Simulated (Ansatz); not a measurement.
**Computed properties of BeSe**

BeSe:
```xyz
4
Lattice="3.6152 0.0000 0.0000 -1.8076 3.1309 0.0000 0.0000 0.0000 5.9641" Properties=species:S:1:pos:R:3 pbc="T T T"
Be     0.0000     2.0872     5.9603
Se     1.8076     1.0436     0.7493
Be     1.8076     1.0436     2.9783
Se     0.0000     2.0872     3.7314
```

Space group P6_3mc (No. 186), wurtzite; conventional cell a = b = 3.615 Å, c = 5.964 Å, α = β = 90.00°, γ = 120.00°.

Method: plane-wave PAW PBEsol (Ansatz code). Structure relaxed to zero pressure with the same functional. Other levels are named where they apply.

**Cell and energy**

```yaml
volume_per_atom: 16.88 Å³
density: 4.33 g/cm³
Formation energy from the elements (no fitted shifts): -0.80 eV/atom
```

**Electronic structure**

```yaml
band_gap: 3.09 eV (indirect)
valence_band_maximum: at Γ
conduction_band_minimum: at K (2 equivalent valleys)
smallest_direct_gap_on_the_standard_path: 3.97 eV
electron_effective_mass: 0.28, 0.48, 0.48 mₑ (principal values)
Electron effective mass with spin–orbit coupling: 0.28, 0.48, 0.48 mₑ (principal values)
Hole effective mass, band 1 of 2 at the edge: 1.2 along x, 1.1 along z (mₑ)
Hole effective mass, band 2 of 2 at the edge: 0.19 along x, 1.1 along z (mₑ)
Hole effective mass with spin–orbit coupling: 0.31, 0.31, 1.1 mₑ (principal values)
HSE06 gap on the PBEsol cell: 4.05 eV
Gap with spin–orbit coupling: 2.94 eV
```

**Mechanics**

```yaml
Bulk modulus (Birch–Murnaghan fit): 79.2 GPa
Pressure derivative B′: 3.9
Elastic constants (relaxed ions, GPa): C11 = 156, C12 = 47.3, C13 = 31.6, C33 = 181, C44 = 44.2
mechanical_stability: stable (all eigenvalues of C positive)
hill_bulk_and_shear_moduli: 79.3 and 53.1 GPa
Young's modulus: 130 GPa
Poisson's ratio: 0.23
debye_temperature_from_the_elastic_constants: 450 K
Piezoelectric stress constants (proper, relaxed ions, C/m²): e15 = e24 = -0.08, e31 = e32 = -0.07, e33 = 0.27
```

**Dielectric response**

```yaml
Electronic dielectric constant ε∞ (DFPT): 6.06 (xx = yy), 6.22 (zz)
Static dielectric constant ε0 (ions relaxed, cell fixed): 7.52 (xx = yy), 7.95 (zz)
Born charges (a third of the trace): Be +1.49, Se -1.49 e
Largest static χ(2) component: 9.6 pm/V
```

**Phonons**

```yaml
Highest zone-centre frequency (without LO–TO term): 563 cm^-1
zone_centre_stability: no imaginary mode at Γ
dynamical_stability_on_the_path: stable (no imaginary branch)
zero_point_energy: 60.9 meV/atom
Vibrational entropy at 300 K: 21.9 J/(K·mol of atoms)
```

The start of the workflow was typed in or built on a structure type; neither database checked (COD, Materials Project) lists it. COD files the formula under space group No. 216. Whether it is the stable phase at ambient conditions was not checked. The cell was relaxed with PBEsol under the symmetry of its start. Signs of piezoelectric constants follow the polarity of the cell as given. The references are the lowest solids computed at this level, not always the standard phases. Spin–orbit coupling is left out wherever it is not named.

Potentials: the later of the program's two PAW sets.
